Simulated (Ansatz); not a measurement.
A geometry of TiAl away from equilibrium: the start of the relaxation of a relaxed TiAl cell shaken by Gaussian noise of σ = 0.08 Å a coordinate. Computed with r2SCAN (plane waves to 500 eV, PAW, scalar-relativistic; Ansatz, a program for electronic structure). Γ-centred k-mesh 5×9×6 on the run's cell (coarser than for final values), Fermi–Dirac smearing 0.05 eV.

```xyz
8
Lattice="6.7767 0.0000 0.0000 0.0000 3.8226 0.0000 0.0000 0.0000 5.2673" Properties=species:S:1:pos:R:3:forces:R:3 pbc="T T T" free_energy=-12180.567 pressure_GPa=1.4
Ti     2.1044     2.7907     3.2689    1.6877    0.2631    0.3301
Ti     5.5928     2.8188     4.5583    0.2287   -0.0535   -0.1083
Ti     4.6416     0.9939     1.9190   -0.6137   -0.7370    0.0438
Ti     1.3536     0.9142     0.6407   -1.8490    0.1470    0.7840
Al     3.0182     2.8627     0.7216    1.2781   -0.3217    0.5027
Al     6.5228     2.7564     1.8591    0.3083    0.9054   -0.3293
Al     3.6610     0.9295     4.5224    0.3419   -0.0184   -0.9599
Al     0.4370     0.8941     3.4322   -1.3819   -0.1847   -0.2632
```

Positions in Å, forces in eV/Å, free energy of the cell in eV (comparable only within this code, potentials and settings). Largest force: 2.01 eV/Å, on Ti4 (atoms numbered as listed); the geometry lies 0.06 eV/atom above the end of its relaxation.

No spin polarisation in the result.

The end of the path is a generated cell of TiAl: the first start was made by placing the elements on the sites of a structure type, and the end was not matched to a known phase here, so it may be hypothetical. Known forms of TiAl include space group No. 123.
